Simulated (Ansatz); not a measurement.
SiOs:
```cif
data_OsSi
_chemical_formula_sum 'Si1 Os1'
_space_group_name_H-M_alt 'P 1'
_space_group_IT_number 1
_cell_length_a 2.93544
_cell_length_b 2.93544
_cell_length_c 2.93544
_cell_angle_alpha 90.000
_cell_angle_beta 90.000
_cell_angle_gamma 90.000
loop_
_space_group_symop_operation_xyz
  'x, y, z'
loop_
_atom_site_label
_atom_site_type_symbol
_atom_site_fract_x
_atom_site_fract_y
_atom_site_fract_z
_atom_site_occupancy
Si1 Si 0.50000 0.50000 0.50000 1
Os1 Os 0.00000 0.00000 0.00000 1
```

Relaxed with r²SCAN.

Question: Which orbitals make up the states near the Fermi level in DFT-r²SCAN in the program Ansatz with PAW potentials?

Answer: Within 0.5 eV of the Fermi level: Os 5d 48 %, Si 3s 18 %, Si 3p 16 %, outside the projected shells 15 %. Projections are on Löwdin-orthogonalised atomic valence shells; empty p or d shells of many metals are not among them.

Question: Tabulate the density of states.

Answer: States/eV per cell of 2 atoms, in 0.25 eV bins, energy from the Fermi level.

```
E (eV)  total  Os 5d  Si 3p  Si 3s
------  -----  -----  -----  -----
-7.85    0.68   0.27   0.30   0.04
-7.60    0.93   0.40   0.41   0.05
-7.35    1.42   0.62   0.62   0.05
-7.10    1.45   0.66   0.62   0.05
-6.85    1.02   0.49   0.42   0.04
-6.60    0.87   0.45   0.34   0.04
-6.35    0.81   0.44   0.31   0.03
-6.10    0.88   0.51   0.31   0.03
-5.85    1.28   0.89   0.34   0.01
-5.60    1.48   0.98   0.46   0.00
-5.35    1.51   0.91   0.56   0.00
-5.10    1.21   0.69   0.48   0.00
-4.85    0.77   0.57   0.18   0.00
-4.60    0.44   0.34   0.07   0.00
-4.35    0.47   0.36   0.07   0.00
-4.10    1.46   1.19   0.17   0.01
-3.85    2.19   1.79   0.23   0.02
-3.60    1.94   1.57   0.23   0.02
-3.35    1.56   1.21   0.24   0.02
-3.10    2.05   1.57   0.34   0.03
-2.85    1.89   1.47   0.28   0.03
-2.60    1.56   1.24   0.19   0.03
-2.35    1.86   1.57   0.15   0.03
-2.10    2.17   1.77   0.21   0.05
-1.85    1.47   1.17   0.17   0.03
-1.60    1.16   0.93   0.14   0.02
-1.35    1.06   0.82   0.13   0.04
-1.10    0.97   0.73   0.12   0.05
-0.85    0.88   0.67   0.10   0.05
-0.60    0.57   0.41   0.08   0.03
-0.35    0.27   0.17   0.04   0.02
-0.10    0.19   0.09   0.03   0.03
0.15     0.29   0.11   0.05   0.07
0.40     0.23   0.08   0.04   0.06
0.65     0.28   0.10   0.07   0.08
0.90     0.39   0.15   0.10   0.09
1.15     0.56   0.25   0.15   0.11
1.40     1.26   0.75   0.31   0.13
1.65     2.63   1.90   0.50   0.13
1.90     1.50   0.96   0.35   0.12
2.15     0.95   0.53   0.25   0.10
2.40     0.75   0.37   0.21   0.09
2.65     0.62   0.25   0.21   0.10
2.90     0.63   0.22   0.22   0.13
3.15     0.77   0.24   0.23   0.20
3.40     1.00   0.30   0.25   0.28
3.65     0.97   0.28   0.26   0.24
3.90     0.89   0.24   0.22   0.18
4.15     0.87   0.22   0.22   0.14
4.40     0.83   0.20   0.23   0.12
4.65     0.81   0.19   0.25   0.10
```

Space group Pm-3m (CsCl type). The first step of the workflow began from a Materials Project structure, measured or hypothetical; the Crystallography Open Database copy checked does not list it. COD files the formula under space group No. 198. Its standing as an ambient phase is unchecked. The r²SCAN relaxation kept the symmetry of its start; its stability against distortions is not shown here. The run is not spin-polarised. Spin–orbit coupling is left out wherever it is not named.

Potentials: the later of the program's two PAW sets.
